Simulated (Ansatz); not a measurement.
**ZrB$_{2}$O$_{5}$, first-principles data**

ZrB2O5:
```xyz
32
Lattice="4.4070 0.0000 0.0000 0.0000 6.9398 0.0000 -0.1458 0.0000 8.9902" Properties=species:S:1:pos:R:3 pbc="T T T"
Zr     4.3534     0.7808     2.9574
Zr    -0.0923     6.1590     6.0328
Zr    -0.0194     4.2507     1.5377
Zr     4.2805     2.6891     7.4525
B      2.3111     2.8659     3.0025
B      1.9501     4.0739     5.9877
B      2.0230     6.3358     1.4926
B      2.2381     0.6040     7.4976
B      2.1897     5.0665     8.3003
B      2.0715     1.8733     0.6899
B      1.9986     1.5966     5.1850
B      2.2626     5.3433     3.8052
O      3.3640     4.0968     6.1057
O      0.8972     2.8430     2.8845
O      0.8243     0.6269     7.3795
O      3.4369     6.3129     1.6106
O      3.0227     2.3934     1.7293
O      1.2385     4.5464     7.2608
O      1.3114     5.8633     2.7658
O      2.9497     1.0765     6.2244
O      2.8251     6.2179     7.6445
O      1.4361     0.7220     1.3457
O      1.3631     2.7480     5.8408
O      2.8980     4.1919     3.1494
O      2.8049     1.9363     4.0108
O      1.4563     5.0035     4.9793
O      1.5292     5.4063     0.4843
O      2.7320     1.5336     8.5059
O      3.2425     4.1485     8.6987
O      1.0187     2.7913     0.2914
O      0.9458     0.6786     4.7865
O      3.3154     6.2613     4.2037
```

Space group P2_1/c (No. 14); conventional cell a = 4.4070 Å, b = 6.9398 Å, c = 8.9914 Å, α = γ = 90.00°, β = 90.93°.

Method: r²SCAN in the plane-wave PAW code Ansatz. Structure relaxed to zero pressure with the same functional. Other levels are named where they apply.

Cell and energy:

- Volume per atom = 8.59 Å³
- Density = 4.66 g/cm³
- Formation energy from the elements (no fitted shifts) = -3.00 eV/atom

Electronic structure:

Band gap: 4.45 eV (indirect)
Valence-band maximum: at Y2 (k = 0.500, 0.000, 0.000 in fractions of the reciprocal vectors)
Conduction-band minimum: on the Γ–Z line, 33 % of the way from Γ (k = 0.000, 0.167, 0.000 in fractions of the reciprocal vectors) (2 equivalent valleys)
Smallest direct gap on the standard path: 4.56 eV

The first step of the workflow began from a Materials Project structure, measured or hypothetical; the Crystallography Open Database copy checked does not list it. Its standing as an ambient phase is unchecked. Symmetry was held in the r²SCAN relaxation; its stability against distortions is not shown here. No spin polarisation was allowed. The references are the lowest solids computed at this level, not always the standard phases (solids in place of the gases). Scalar-relativistic: spin–orbit coupling is off unless named, which matters more the heavier the elements.

Potentials: the later of the program's two PAW sets.
